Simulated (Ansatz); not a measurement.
MoP (CsCl type, Pm-3m) at seven volumes, DFT-PBE in the program Ansatz with PAW potentials, scaled uniformly. One row is withheld.

```
V (Å³/atom)  P (GPa)
-----------  -------
12.319         27.29
12.725         16.65
13.131          7.63
13.537          0.00
13.943             ?
14.350        -11.94
14.756        -16.57
```

**Question.** Fit the shown pressures and predict the withheld one.

**Answer.** P = (3/2)B₀(x^(7/2) − x^(5/2))[1 + (3/4)(B′ − 4)(x − 1)] with x = (V₀/V)^(2/3). Least squares on the six rows gives V₀ = 13.537 Å³/atom, B₀ = 234 GPa, B′ = 4.53. At V = 13.943, x = 0.9805 and P = -6.47 GPa. The run itself gave -6.47 GPa.

A made-up cell: these elements were put on the sites of a structure type; neither database checked (COD, Materials Project) lists it. COD files the formula under space group No. 187, so this cell is another polymorph or a model. Whether it is the stable phase at ambient conditions was not checked. Symmetry was held in the PBE relaxation; whether a distortion lowers the energy is not shown. The run is not spin-polarised.

Potentials: the later of the program's two PAW sets.
